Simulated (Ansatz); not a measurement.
GeRh:
```
GeRh
1.0
    5.41724     0.00000     0.00000
   -2.70862     4.69147     0.00000
    0.00000     0.00000     3.99754
Rh Ge
3 3
Direct
  0.50000   0.00000   0.00000
  0.50000   0.50000   0.00000
  0.00000   0.50000   0.00000
  0.00000   0.00000   0.00000
  0.33333   0.66667   0.50000
  0.66667   0.33333   0.50000
```

Relaxed with PBE. Special points in fractions of this cell's reciprocal vectors: Γ (0.000, 0.000, 0.000); M (0.500, 0.000, 0.000); K (0.333, 0.333, 0.000); A (0.000, 0.000, 0.500); L (0.500, 0.000, 0.500); H (0.333, 0.333, 0.500).

**Question.** List the band energies nearest the Fermi level at these points for DFT-PBE in the program Ansatz with PAW potentials.

**Answer.** In eV from the Fermi level; about four levels below and three above (degenerate sets whole), none deeper than 8.9 eV; points with the same levels are listed once.

| k | below | above |
|---|---|---|
| Γ | -1.22 -1.22 -1.14 -0.24 | 0.69 2.35 2.39 2.39 |
| M | -2.19 -1.79 -1.33 -1.18 | 0.55 1.13 1.83 |
| K | -2.01 -2.01 -1.74 -0.77 | 0.81 0.84 0.84 |
| A | -1.25 -1.25 -1.15 -1.15 -0.93 | 0.69 0.69 0.86 |
| L | -1.37 -1.29 -0.80 -0.70 | 0.19 1.77 3.18 |
| H | -1.49 -1.49 -0.76 -0.69 | 0.64 3.25 3.25 |

Space group P6/mmm. The cell is a constructed one: a structure type filled with these elements; neither database checked (COD, Materials Project) lists it. COD files the formula under space group No. 62, so this cell is another polymorph or a model. Whether it is the stable phase at ambient conditions was not checked. Symmetry was held in the PBE relaxation; whether a distortion lowers the energy is not shown. No spin polarisation was allowed. Scalar-relativistic: spin–orbit coupling is off unless named, which matters more the heavier the elements.

Potentials: the later of the program's two PAW sets.
